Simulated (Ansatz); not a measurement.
# ZnO: Zn-67 NMR of the central transition

Cell: a computed structure from the Materials Project (it need not be an observed phase), whose atoms a relaxation with PBE at fixed cell left in place.

```
CELL_PARAMETERS angstrom
3.23735 0.00000 0.00000
-1.61868 2.80363 0.00000
0.00000 0.00000 5.22206
ATOMIC_POSITIONS crystal
Zn 0.66667 0.33333 0.50059
Zn 0.33333 0.66667 0.00059
O 0.66667 0.33333 0.87972
O 0.33333 0.66667 0.37972
```

Atoms are numbered from 1 in the order listed; like atoms form one site, named after its first atom.

The numbers come from a DFT calculation in Ansatz (PBE, plane waves and PAW, scalar-relativistic, 420 eV cutoff, Γ-centred 12×12×7 k-points, Fermi–Dirac smearing 0.01 eV).

Zn-67 has I = 5/2 and Q = 122.0 mb (Pyykkö 2018); at 35.2 T its Larmor frequency is ν₀ = 94.0 MHz. Only the quadrupole interaction is simulated: positions count from each site's isotropic chemical shift, and J coupling is left out, as are shift anisotropy and dipolar coupling, which fast spinning averages.

(1) Give C_Q, η, the quadrupolar product P_Q = |C_Q|(1 + η²/3)^½, the second-order isotropic shift and the breadth of the pattern (fast magic-angle spinning) for each Zn site.

Answers

(1) 

```
site                             first shell  C_Q (MHz)     η  P_Q (MHz)  δ_QIS (ppm)  breadth (kHz)
  Zn  4 O at 1.97–1.98 Å; also 1 O at 3.24 Å       1.23  0.00       1.23        -1.03          0.208
```

δ_QIS = −(ν_Q²/30ν₀²)[I(I+1) − 3/4](1 + η²/3) × 10⁶ ppm with ν_Q = 3|C_Q|/[2I(2I−1)]; it falls as 1/B₀² in ppm, and the breadth as 1/B₀ in kHz.

An axis of threefold or higher order runs through Zn, so V_zz lies along it and η is zero.

At this cell the PBE pressure is 6 GPa, so with PBE the cell would grow if it were relaxed. The entry's cell may itself be off. With a gap of 0.8 eV on this mesh, small gradients can still move by 0.1 × 10²¹ V/m² or more as the k-mesh gets denser.

The relaxation (2 steps) took 10 s of wall time (10 s of CPU time) and 0.41 GiB at its peak, on 1 thread of Arm Neoverse V2 (aarch64; 8 cores open to the job, memory cap 3.0 GiB, no GPU), a shared host with a load of 0.1 a core.
